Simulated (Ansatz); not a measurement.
**Eu (Fm-3m): spiral at q = 0**

These are results of DFT, PBEsol, all-electron LAPW, scalar-relativistic (Ansatz), not measurements.

Command: `ansatz run input.yaml --threads 2 --pin off --max-ram 5120MiB --backend cpu --events-out ev --progress --plain --runs-dir out`

```yaml
crystal:
  lattice:
    - [0.0, 2.7893026914, 2.7893026914]
    - [2.7893026914, 0.0, 2.7893026914]
    - [2.7893026914, 2.7893026914, 0.0]
  atoms:
    - { symbol: Eu, position: [0.0, 0.0, 0.0], spin: 7.2, spin_axis: [1.0, 0.0, 0.0] }
magnetization:
  noncollinear: true
  spin_spiral: { q: [0.0, 0.0, 0.0] }
kpoints:
  mp_grid: { grid: [8, 8, 8] }
scf:
  occupations: { method: fermi_dirac, width: 0.08 }
hamiltonian:
  xc: pbesol
  pseudopotentials: { kind: all_electron, lapw: { basis_error: 0.0005 } }
output:
  eigenvalues: false
```

Output:

```
settings of this run that can trade accuracy for cost: output.eigenvalues: false. Do not mix this run's numbers with those of runs without the same settings; the input reference describes each key
LAPW: plane waves up to 6.761 Å⁻¹, error target 5.0e-4 eV per atom; small_component_spin mean_spin; Eu in spheres of 1.972 Å, 27 of its electrons in bands, Dirac shells [] (how accurate: hamiltonian.pseudopotentials.lapw.basis_error, Limitations)
band count auto-derived: 40 (N_el = 27.0; filled up to band 27; 36 by the electrons, moments and atoms)
Engine: ansatz 0.2.0
Pseudopotentials: kind: all_electron
Pseudopotential: Eu, LAPW, valence charge 27, lapw/all_electron/scalar/gaussian/Eu, Koelling and Harmon's equation, gaussian nucleus
Functional definition: PBEsol
  exchange = pbesol_x
  correlation = pbesol_c
Crystal: 1 atoms, lattice volume = 43.403 Å³
Basis set: ecut = 174.14195907230535 eV, 259 PW (Γ), exchange–correlation at level 2
Bands: 40, of which v1, the nominal top of the filled ones, is band 27 counted from 1 (26 counted from 0)
Symmetry: 48 space group operations
k-points: 29 of 512
Spin spiral: q = (0, 0, 0) of the reciprocal vectors; moments are told in the frame that turns with it, a site's in that at the site
Non-local potential: Eu, projectors of the file, none
Initial density: superposition of atomic densities (chi_scale 0.1, normalization cell)
Starting moments: Σ|m| = 7.2 μB on 1 of 1 site
Initial wavefunctions: plane waves of lowest kinetic energy (no species holds an atomic orbital)
Functional: x = pbesol(κ = 0.804, μ = 0.12345679012345678), c = pbesol(β = 0.046)
iter 1 solved again at ethr=2.05e-4 eV; its pass at ethr=1.00e-1 eV (dr2=5.53e-2 eV) is discarded
SCF iter   1: F=—  HF=-294969.417317 eV  |F-HF|=—  |Δ(HF+E_count)|=         —  Δρ=9.91e-3  dr2=5.56e-2  dr2_m=8.64e-3  ethr=2.05e-4  |M|=6.97e0 ∫|m|=6.97e0 μB  β_m=0.30  ⟨swp⟩=2.8  Hψ=7323  notcnv=0
preconditioner: auto → Kerker (q_TF=auto, 2.521 Å⁻¹)  [metal: Δε(μ)=0.041 eV  Ē_g=10.874 eV  σ=0.080 eV  W_gap=0.13  n_scr=14 (ndim 8)  ℏωp=21.8 eV  f_vac=0.000  D(μ)=5.69/eV (n_scr^D=64)]
spin=Noncollinear: Kerker preconditioning applied to the charge; magnetization (m_x, m_y, m_z) channels mix plain (no charge-response kernel on spin).
[...]
the basis was enlarged: its passes take 14.9 MiB over the memory plan, 2 of 2 planned eigensolver slots
[...]
SCF iter  15: F=—  HF=-294969.266244 eV  |F-HF|=—  |Δ(HF+E_count)|=   1.16e-4  Δρ=1.13e-4  dr2=6.92e-7  dr2_m=1.27e-6  ethr=3.02e-9  |M|=7.50e0 ∫|m|=7.50e0 μB  β_m=0.47  ⟨swp⟩=3.0  Hψ=3771  notcnv=0
SCF iter  16: F=—  HF=-294969.266264 eV  |F-HF|=—  |Δ(HF+E_count)|=   2.02e-5  Δρ=6.62e-5  dr2=1.90e-7  dr2_m=4.35e-7  ethr=2.56e-9  |M|=7.51e0 ∫|m|=7.51e0 μB  β_m=0.74  ⟨swp⟩=3.3  Hψ=3659  notcnv=0
SCF iter  17: F=—  HF=-294969.266267 eV  |F-HF|=—  |Δ(HF+E_count)|=   2.78e-6  Δρ=1.05e-5  dr2=3.08e-8  dr2_m=1.11e-8  ethr=7.03e-10  |M|=7.51e0 ∫|m|=7.51e0 μB  β_m=0.87  ⟨swp⟩=3.2  Hψ=3639  notcnv=0
SCF iter  18: F=-294969.266267 eV  HF=-294969.266267 eV  |F-HF|=1.22e-9  |Δ(HF+E_count)|=   7.73e-8  Δρ=2.76e-6  dr2=5.73e-9  dr2_m=5.30e-11  ethr=1.14e-10  |M|=7.51e0 ∫|m|=7.51e0 μB  ⟨swp⟩=3.0  Hψ=3571  notcnv=0
SCF 1 converged in 18 iterations: F = -294969.266267 eV  dr2 = 5.73e-9
WARN: this state was not checked for a lower one beside it: the run's test of it (scf.lower_state_search) could not run behind this SCF: none is made under non-collinear spin (noncollinear)
SCF converged after 18 iterations
Magnetization: |M| = 7.5073 μB,  M = (+7.5073, -0.0000, +0.0000) μB
Absolute magnetization: 7.5074 μB (∫|m|)
  site 0: m = (+7.3269, -0.0000, +0.0000) μB, |m| = 7.3269 μB  (R = 1.97 Å)
Free energy (F): -294969.266267 eV
Harris-Foulkes:  -294969.266267 eV  (|F-HF|=1.22e-9)
Internal energy: -294969.226233 eV  (E = F + TS)
E sigma→0 (E₀):  -294969.246250 eV
Entropy (-TS):   -0.040034 eV (-40.034 meV/atom)
Fermi energy:    10.339313 eV
--- Per-component energies (eV) ---
  E_band       = -1219.902849
  E_kinetic    = 319744.996812
  E_xc         = -6517.679771
  E_electrostatic = -608196.543274  (all electrons and nuclei)
  E_smearing   = -0.040034  (= −TS)
  E_closure    = 0.000000  (closes the sum)
  E_atoms      = -294958.727659  (free atoms, spherical and without spin; not in F)
  Σ components = -294969.266267   (vs F -294969.266267, Δ=0.00e0)
  Basis errors (estimates in eV, not in F): energy 3.8e-5 per atom: plane waves 8.8e-6 (4.5e-6 summed), levels above the bands 7.6e-24, relativity 1.2e-8, radial functions 3.0e-5, core shells 3.4e-8; eigenvalues (radial functions only) 4.1e-7; not estimated: angular momenta, meshes, grids; target (lapw.basis_error) 5.0e-4; muffin-tin radii Eu 1.972 Å
settings of this run that can trade accuracy for cost: output.eigenvalues: false. Do not mix this run's numbers with those of runs without the same settings; the input reference describes each key
```

Site moments (μB): Eu 7.33. Cell moment 7.51 μB in the turning frame.

Without U a semilocal functional puts the f levels too near the Fermi level, which can change moments and the order of magnetic states; site and cell moments are spin moments. Spin–orbit coupling is left out although heavy atoms are present. In at least one run the program's final test of stability wasn't made or came to no verdict. With open f shells a run can end in a state that isn't the lowest. None of this fixes the real material's magnetic order: only patterns that fit the cell were computed, at zero temperature, with a functional that can overstate moments.

It took 31 s on 2 threads of Intel(R) Xeon(R) Platinum 8488C (Sapphire Rapids), with other jobs on the host, peak memory 0.49 GiB.
